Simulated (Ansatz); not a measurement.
The cell below belongs to a search over invented structures; it isn't taken from experiment.

Input and command of a plane-wave DFT calculation in Ansatz:

```yaml
crystal:
  lattice:
    - [3.8767407895, 2.2382373384, 4.1629113174]
    - [-3.8767407895, 2.2382373384, 4.1629113174]
    - [0.0, -4.4764746768, 4.1629113174]
  atoms:
    - { symbol: Sr, position: [0.5, 0.1816196343, 0.8183803657] }
    - { symbol: Sr, position: [0.8183803657, 0.5, 0.1816196343] }
    - { symbol: Sr, position: [0.1816196343, 0.8183803657, 0.5] }
    - { symbol: Bi, position: [0.0, 0.0, 0.0] }
basis:
  ecutwfc: 420
kpoints:
  mp_grid: { grid: [12, 12, 12] }
hamiltonian:
  xc: pbe
scf:
  occupations: { method: gaussian, width: 0.1 }
output:
  forces: true
  stress: true
  eigenvalues: true
relax:
  adjacent_minimum: "off"
  f_tol: 0.01
  max_steps: 80
  cell: { stress_tol: 0.05 }
```

```bash
ansatz run input.yaml --threads 1 --pin off --max-ram 2560MiB --backend cpu --events-out ev --progress --plain --runs-dir out
```

Processor: Arm Neoverse V1, 1 thread, on a host shared with other jobs.

Task: How long does it run, and how much memory does it take?

Result: About 4.9 min, peak memory 1 GiB. It solves 27 bands at 189 k points (after reduction by symmetry) with about 4201 plane waves (on the last cell), in 20 SCF iterations over 3 ionic steps.
